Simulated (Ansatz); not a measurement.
AlN (rock salt, Fm-3m), a = b = c = 4.026 Å, α = β = γ = 90.00°; the cell used has 2 atoms.

Relaxed with r²SCAN+D4.

Task: Tabulate the valence density and the electron localisation function along the shortest Al–Al contact (2.85 Å), r²SCAN+D4 (plane waves, PAW; program Ansatz).

Result: 

| distance from Al (Å) | density (e/Å³) | ELF |
|---|---|---|
| 0.28 | 0.05 | 0.01 |
| 0.43 | 0.07 | 0.00 |
| 0.57 | 0.10 | 0.02 |
| 0.71 | 0.15 | 0.07 |
| 0.85 | 0.19 | 0.13 |
| 1.00 | 0.21 | 0.16 |
| 1.14 | 0.22 | 0.17 |
| 1.28 | 0.22 | 0.17 |
| 1.42 | 0.22 | 0.17 |
| 1.57 | 0.22 | 0.17 |
| 1.71 | 0.22 | 0.17 |
| 1.85 | 0.21 | 0.16 |
| 1.99 | 0.19 | 0.13 |
| 2.14 | 0.15 | 0.07 |
| 2.28 | 0.10 | 0.02 |
| 2.42 | 0.07 | 0.00 |
| 2.56 | 0.05 | 0.01 |

The density is the valence pseudo-density with augmentation charge, so density and ELF within about 1 Å of a nucleus are not all-electron values.

This is a known high-pressure phase of the composition, computed here at zero pressure and temperature. The r²SCAN+D4 relaxation kept the symmetry of its start; its stability against distortions is not shown here. The volume moved by -38 % from the start of the relaxation.

Potentials: the later of the program's two PAW sets.
